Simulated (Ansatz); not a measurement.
## Sensitivity of the gradients in MgCu₃Te₂Br₂O₆ to the input

This input was run with Ansatz:

```yaml
crystal:
  lattice:
    - [5.0398480135, -3.3300047105, 0.0]
    - [5.0398480135, 3.3300047105, 0.0]
    - [-3.1203974748, 0.0, 8.1321760332]
  atoms:
    - { symbol: Mg, position: [0.77234277, 0.22765723, 0.5] }
    - { symbol: Cu, position: [0.16813004, 0.13574001, 0.34866979] }
    - { symbol: Cu, position: [0.32115083, 0.67884917, 0.5] }
    - { symbol: Cu, position: [0.86425999, 0.83186996, 0.65133021] }
    - { symbol: Te, position: [0.33913477, 0.3312043, 0.75318577] }
    - { symbol: Te, position: [0.6687957, 0.66086523, 0.24681423] }
    - { symbol: Br, position: [0.3200634, 0.16970317, 0.13689949] }
    - { symbol: Br, position: [0.83029683, 0.6799366, 0.86310051] }
    - { symbol: O, position: [0.8466058, 0.85516639, 0.41162043] }
    - { symbol: O, position: [0.62191019, 0.17859236, 0.65683256] }
    - { symbol: O, position: [0.38142094, 0.7774355, 0.3384181] }
    - { symbol: O, position: [0.2225645, 0.61857906, 0.6615819] }
    - { symbol: O, position: [0.82140764, 0.37808981, 0.34316744] }
    - { symbol: O, position: [0.14483361, 0.1533942, 0.58837957] }
kpoints:
  mp_grid: { grid: [6, 6, 4] }
scf:
  occupations: { method: fermi_dirac, width: 0.05 }
hamiltonian:
  xc: lda
  pseudopotentials: { kind: paw }
output:
  forces: true
  stress: true
  populations: true
  efg:
    quadrupole_moments_barn: { Mg: 0.1994, Cu: -0.22, Br: 0.2579, O: -0.02558 }
    contact_densities: true
  write_density: true
  write_potential: true
  elf: true
  volumetric_format: npy
total_charge: -1
```

```sh
ansatz run input.yaml --threads 1 --pin off --max-ram 3072MiB --backend cpu --events-out ev --progress --plain --runs-dir out
```

It converged. Of its output the block on the nuclei alone is shown, without the SCF iterations, energies, forces and stress (one atom of each set):

```
--- PAW observables at the nuclei: V_zz in 10²¹ V/m², potentials from the cell's mean, atoms counted from 1 ---
  atom   1  Mg V_zz =    -2.519633   η = 0.2682   by run symmetry: allowed   C_q = -12.1483 MHz
            electrostatic potential = -1099.938339 V   contact ρ = 7713.478170 e/Å³
  atom   2  Cu V_zz =    +8.277080   η = 0.4252   by run symmetry: allowed   C_q = -44.0306 MHz
            electrostatic potential = -3753.545974 V   contact ρ = 146757.662194 e/Å³
  atom   3  Cu V_zz =    +4.771161   η = 0.8161   by run symmetry: allowed   C_q = -25.3806 MHz
            electrostatic potential = -3752.852387 V   contact ρ = 146769.269161 e/Å³
  atom   5  Te V_zz =   -37.897706   η = 0.3467   by run symmetry: allowed
            electrostatic potential = -8641.397290 V   contact ρ = 1462998.025174 e/Å³
  atom   7  Br V_zz =   +13.645113   η = 0.7752   by run symmetry: allowed   C_q = +85.0908 MHz
            electrostatic potential = -4907.352420 V   contact ρ = 291865.557777 e/Å³
  atom   9  O  V_zz =   +10.564319   η = 0.1664   by run symmetry: allowed   C_q = -6.5343 MHz
            electrostatic potential = -620.105052 V   contact ρ = 2126.970511 e/Å³
  atom  10  O  V_zz =   +10.423406   η = 0.5092   by run symmetry: allowed   C_q = -6.4471 MHz
            electrostatic potential = -620.094348 V   contact ρ = 2125.790507 e/Å³
  atom  11  O  V_zz =   +11.043566   η = 0.6292   by run symmetry: allowed   C_q = -6.8307 MHz
            electrostatic potential = -619.791079 V   contact ρ = 2126.153948 e/Å³
```

(1) Can these gradients be trusted, and how do they compare with a run on standard settings?

Answers

(1) Only as results of these settings. Against the standard input the change is `total_charge`: not typed → -1; `hamiltonian.xc`: pbe → lda. A site carries the number of its first atom; V_zz in 10²¹ V/m².

```
site  atom  V_zz standard  η standard  V_zz here  η here
  Mg     1          -2.71        0.23      -2.52    0.27
 Cu2     2          -1.19        0.49       8.28    0.43
 Cu3     3           5.29        0.60       4.77    0.82
  Te     5          -41.1        0.17      -37.9    0.35
  Br     7          19.99        0.46      13.65    0.78
  O9     9          10.63        0.29      10.56    0.17
 O10    10          10.31        0.66      10.42    0.51
 O11    11          10.59        0.85      11.04    0.63
```

The largest change of V_zz is on Cu2, from -1.19 to 8.28. In per cent, |V_zz| changes by -7 on Mg, -10 on Cu, -8 on Te, -32 on Br, -1 to +4 on O (all sites that start above 2). Where |V_zz| stays above 0.1 and the axes keep their order, η moves most on Br, from 0.46 to 0.78. On Cu2 V_xx and V_yy change places (or their axes turn by over 50°), so the two values of η hide a larger change. V_zz changes sign on Cu2 (axis turned by 23°). The changed cell holds a charge of -1 on a uniform background, so it isn't the neutral crystal. At these positions the changed run has forces up to 0.9 eV/Å, so its atoms aren't at their own equilibrium. The changed run opens a gap. SCF iterations: 12 and 15.

On the reference run: The run finds no gap above 0.1 eV (a metal, or nearly one), so the gradients can move by 10 % or more with the k-mesh. Without spin–orbit coupling the gradients at and beside Te can be off by some per cent, at some sites by more. Semilocal functionals can leave a metal where correlation in the d or f shell opens a gap in the real compound, and that would change the values at and beside Cu.
